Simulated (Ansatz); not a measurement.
The relaxed structure here is a generated cell of AlAs: the first start was made by a random draw of sites in a space group, and the end was not matched to a known phase here, so it may be hypothetical. Known forms of AlAs include space group No. 216.

A relaxed structure of AlAs. Space group P4₁32 (No. 213). Computed with PBEsol (plane waves to 420 eV, PAW, scalar-relativistic; Ansatz, an electronic-structure program).

```xyz
8
Lattice="6.6774 0.0000 0.0000 0.0000 6.6774 0.0000 0.0000 0.0000 6.6774" Properties=species:S:1:pos:R:3 pbc="T T T"
Al     5.8428     5.8428     5.8428
Al     4.1734     0.8347     2.5040
Al     0.8347     2.5040     4.1734
Al     2.5040     4.1734     0.8347
As     2.5040     2.5040     2.5040
As     0.8347     4.1734     5.8428
As     4.1734     5.8428     0.8347
As     5.8428     0.8347     4.1734
```

For AlAs, the volume per atom is 37.22 Å³ and the density comes out as 2.27 g/cm³. The band gap comes out as zero, with touching bands (no spin-orbit coupling) and the shortest distances comes out as Al–As 2.36 Å. The k-mesh comes out as 7×7×7.

Band energies at high-symmetry points (eV from the Fermi level; labels of this space group; no spin-orbit coupling), from −5 eV up to 2.8 eV:

```
point                                                                                   energies
-----  -----------------------------------------------------------------------------------------
Γ                      -3.33 -3.33 -3.33 -3.24 -3.24 -1.34 -1.34 -1.34 -0.08 0.15 1.30 1.30 1.30
X      -4.24 -4.24 -3.51 -3.51 -2.89 -2.89 -1.41 -1.41 -0.77 -0.77 0.43 0.43 1.86 1.86 2.01 2.01
M      -4.64 -4.64 -3.36 -3.36 -2.96 -2.96 -1.32 -1.32 -0.36 -0.36 0.59 0.59 1.73 1.73 2.27 2.27
R                            -2.66 -2.66 -2.66 -2.66 -1.29 -1.29 -1.29 -1.29 1.11 1.11 1.11 1.11
```

No spin polarisation in the result. The gap comes from the SCF mesh and the high-symmetry points alone.

The run could not lower the symmetry of its start; a shaken copy of this end point relaxes with PBEsol to F-43m (No. 216), 0.84 eV/atom lower.
